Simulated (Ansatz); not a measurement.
YSi₂Rh₂:
Space group I4/mmm (No. 139); a = b = 4.0398 Å, c = 9.9506 Å, α = β = γ = 90.00°

```
atom  site  symmetry       x       y       z
----  ----  --------  ------  ------  ------
Rh      4d      -4m2  0.0000  0.5000  0.2500
Y       2a     4/mmm  0.0000  0.0000  0.0000
Si      4e       4mm  0.0000  0.0000  0.3776
```
(The calculation used a cell of 5 atoms; values per cell refer to that cell.)

Relaxed at zero pressure with r²SCAN (plane waves, PAW; program Ansatz).

The volume is lowered by 3 % and shape and atoms relax at that volume. What pressure results, and how do the axes share the change?

5.4 GPa; a -1.0 %, b -1.0 %, c -1.1 %; the energy rises by 8 meV/atom.

Give the new structure.


Space group I4/mmm (No. 139); a = 4.001 Å, b = 4.001 Å, c = 9.843 Å, α = 90.00°, β = 90.00°, γ = 90.00°

| atom | site | symmetry | x | y | z |
|---|---|---|---|---|---|
| Rh | 4d | -4m2 | 0.0000 | 0.5000 | 0.2500 |
| Y | 2a | 4/mmm | 0.0000 | 0.0000 | 0.0000 |
| Si | 4e | 4mm | 0.0000 | 0.0000 | 0.3786 |

The phase is kept; no other phase was compared at this pressure.

The workflow started from an entry of the Crystallography Open Database (COD). Whether it is the stable phase at ambient conditions was not checked. Symmetry was held in the r²SCAN relaxation; its stability against distortions is not shown here. No spin polarisation was allowed.

Potentials: the later of the program's two PAW sets.
